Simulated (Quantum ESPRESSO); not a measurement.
## Mo3WSe6S2 (a curve over one atom's position)

A calculation, not a measurement. The program is pw.x of Quantum ESPRESSO 7.5 (plane-wave density functional theory). The cell is made up: 12 atoms on a layered 2H lattice, with randomly drawn elements, strain and displacements, not relaxed. PseudoDojo standard norm-conserving files (v0.5 for PBE, v0.4.1 for LDA and PBEsol) set the functional; there is no spin polarisation, spin-orbit coupling or dispersion term, and the masses in the input are unused placeholders.

Seven runs move atom 3 (W, counted in the order of the input) along x and keep all else fixed.

Input of the run at -0.0015:

```
&control calculation='scf', pseudo_dir='./dojo.nc.sr.pbe.v0_5.standard.upf', outdir='./o', disk_io='low', tprnfor=.true., tstress=.true. /
&system ibrav=0, nat=12, ntyp=4, nbnd=88, ecutwfc=85.99341389, nosym=.true., tot_charge=0,
 occupations='smearing', smearing='fd', degauss=0.0018374661
/
&electrons conv_thr=7.350e-09, electron_maxstep=60, /
ATOMIC_SPECIES
Mo 1.0 Mo.upf
S 1.0 S.upf
Se 1.0 Se.upf
W 1.0 W.upf
CELL_PARAMETERS angstrom
3.233 0.0 0.0
0.0 5.5998 0.0
0.0 0.0 12.9174
ATOMIC_POSITIONS angstrom
Mo 0.1251 1.7612 3.2351
Mo 1.6551 0.6812 9.7068
W 1.6772 4.7092 3.2591
Mo 0.0253 3.7015 9.6627
Se -0.1576 1.9086 8.213
Se -0.1522 1.8024 11.2939
Se 1.4974 0.9007 1.5708
Se 1.8101 0.9253 4.7162
Se 1.6335 4.7173 8.0499
S 1.6503 4.7793 11.3059
S -0.1563 3.6498 1.5051
Se 0.0348 3.5169 4.8316
K_POINTS automatic
7 4 2 1 1 1
```

```
shift of atom 3 along x (Å)  free energy less that of the input shown (eV)  Fx on atom 3 (eV/Å)  Fy on atom 3 (eV/Å)  Fz on atom 3 (eV/Å)  pressure (GPa)  iterations
                    -0.1096                                        -0.0370                0.518               -4.239               -3.517           14.13          23
                    -0.0528                                        -0.0407               -0.387               -4.280               -3.420           14.15          22
                    -0.0387                                        -0.0337               -0.611               -4.282               -3.397           14.17          23
                    -0.0015                                         0.0000               -1.197               -4.271               -3.341           14.24          22
                    +0.0548                                         0.0920               -2.065               -4.210               -3.263           14.40          21
                    +0.0835                                         0.1574               -2.495               -4.158               -3.227           14.50          22
                    +0.1135                                         0.2388               -2.931               -4.088               -3.192           14.64          22
```

A cubic fit gives dFx/dx = -15.64 eV/Å² at zero shift. Across the table the free energy follows the integral of the force to within 0.1 meV. A rerun of one of the cells at 1467 eV and a 9 x 6 x 4 mesh moved values by no more than 0.002 eV in energy, 0.02 GPa in stress and 0.006 eV/Å in force.